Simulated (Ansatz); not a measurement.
Method: Ansatz 0.2.0, DFT, LDA (PW92), plane waves (420 eV) with PAW, scalar-relativistic. (PAW data from PBE, frozen cores regenerated.)

An element in the diamond structure gives this curve. The cell is scaled uniformly from the relaxed one, with fractional coordinates and shape fixed. Energies are extrapolated to zero smearing, pressures are those at the given smearing. Magnetic state: spin not included.

| V (Å³/atom) | E − E₀ (meV/atom) | P (GPa) |
| --- | --- | --- |
| 22.984 | 110.1 | 12.67 |
| 24.028 | 45.5 | 7.64 |
| 25.073 | 10.5 | 3.49 |
| 26.118 | 0.0 | 0.02 |
| 27.162 | 10.3 | -2.90 |
| 28.207 | 38.2 | -5.36 |
| 29.252 | 80.9 | -7.42 |

**Question.** Which element is it?
A. niobium
B. lithium
C. tantalum
D. selenium

**Answer.** C. Its fit is V₀ = 26.09 Å³/atom, B₀ = 80 GPa, B₀′ = 3.3.
